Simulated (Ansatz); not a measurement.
Given:

AlN:
```cif
data_AlN
_chemical_formula_sum 'Al1 N1'
_space_group_name_H-M_alt 'P 1'
_space_group_IT_number 1
_cell_length_a 2.58555
_cell_length_b 2.58555
_cell_length_c 2.58555
_cell_angle_alpha 90.000
_cell_angle_beta 90.000
_cell_angle_gamma 90.000
loop_
_space_group_symop_operation_xyz
  'x, y, z'
loop_
_atom_site_label
_atom_site_type_symbol
_atom_site_fract_x
_atom_site_fract_y
_atom_site_fract_z
_atom_site_occupancy
Al1 Al 0.00000 0.00000 0.00000 1
N1 N 0.50000 0.50000 0.50000 1
```

This is the r²SCAN-relaxed structure.

Q: All from plane-wave PAW r²SCAN (Ansatz code), unless another level is named. Predict the electronic character.

A: metallic (no gap).

Q: Next, the density of states at the Fermi level?

A: 0.20 states/eV per atom (mean over ±0.08 eV).

Q: And the formation energy from the elements (no fitted shifts)?

A: 0.28 eV/atom.

Space group Pm-3m (CsCl type). A made-up cell: these elements were put on the sites of a structure type; neither database checked (COD, Materials Project) lists it. It is not the phase usual at ambient conditions (space group No. 186, 216). The r²SCAN relaxation kept the symmetry of its start. At this level the phase is mechanically unstable. The references are the lowest solids computed at this level, not always the standard phases (solids in place of the gases).

Potentials: the later of the program's two PAW sets.
